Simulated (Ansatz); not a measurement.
**Al₇Cu: relaxed-ion elastic tensor**

All numbers below come from DFT PBE, scalar-relativistic, plane waves, PAW (Ansatz 0.2.0). Settings: 420 eV plane-wave cutoff, Γ-centred 8×8×8 mesh, Fermi-Dirac smearing of 0.15 eV. No spin polarisation.

Relaxed structure:
```yaml
crystal:
  lattice:
    - [0.00000, 3.98202, 3.98202]
    - [3.98202, 0.00000, 3.98202]
    - [3.98202, 3.98202, 0.00000]
  atoms:
    - { symbol: Al, position: [0.50000, 0.00000, 0.00000] }
    - { symbol: Al, position: [0.00000, 0.50000, 0.50000] }
    - { symbol: Al, position: [0.00000, 0.50000, 0.00000] }
    - { symbol: Al, position: [0.50000, 0.00000, 0.50000] }
    - { symbol: Al, position: [0.00000, 0.00000, 0.50000] }
    - { symbol: Al, position: [0.50000, 0.50000, 0.00000] }
    - { symbol: Al, position: [0.00000, 0.00000, 0.00000] }
    - { symbol: Cu, position: [0.50000, 0.50000, 0.50000] }
```

It was reached by relaxing an invented guess, and it needn't be the stable form of this composition. In a metal, frequencies and elastic constants depend on the k mesh and the smearing, soft modes and shear constants most.

(1) Give the relaxed-ion elastic constants (GPa, Voigt order xx yy zz yz xz xy, on the Cartesian axes of the cell above).

(2) Is the crystal stable against homogeneous strain?

(3) And the moduli of a polycrystal (Hill averages)?

Results:

(1)
C11 = 124.4, C12 = 65.5, C13 = 65.5, C22 = 124.4, C23 = 65.5, C33 = 124.4, C44 = 36.6, C55 = 36.6, C66 = 36.6 GPa; the others vanish.

(2) Yes: the least eigenvalue of the tensor is 36.6 GPa.

(3) B = 85 GPa, G = 34 GPa, E = 89 GPa, ν = 0.33.
